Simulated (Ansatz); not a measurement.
A geometry of Bi₂Se₃ away from equilibrium: the start of the relaxation of a relaxed Bi2Se3 cell with every coordinate shifted by Gaussian noise of σ = 0.1 Å. These are PBE (plane waves to 420 eV, PAW, scalar-relativistic; Ansatz, a quantum-chemistry and plane-wave program) values and carry that method's errors. Γ-centred k-mesh 7×7×7 on the run's cell (coarser than for final values), Fermi–Dirac smearing 0.05 eV.

```xyz
5
Lattice="2.0947 1.2094 10.4685 -2.0947 1.2094 10.4685 0.0000 -2.4188 10.4685" Properties=species:S:1:pos:R:3 pbc="T T T"
Bi    -0.0430    -0.1227    12.4560
Bi    -0.1008     0.0239    18.9191
Se    -0.0332    -0.3276     0.0892
Se     0.1384     0.0601     7.0055
Se     0.0813    -0.1673    24.5584
```

Question: Which atoms carry the largest force, and which way does it point?

Answer: 1.25 eV/Å, on Se4 (atoms numbered as listed); on Se4 its components are (-0.78, -0.44, -0.87).

Question: What is the pressure?

Answer: +0.8 GPa, compression positive.

No spin polarisation in the result.
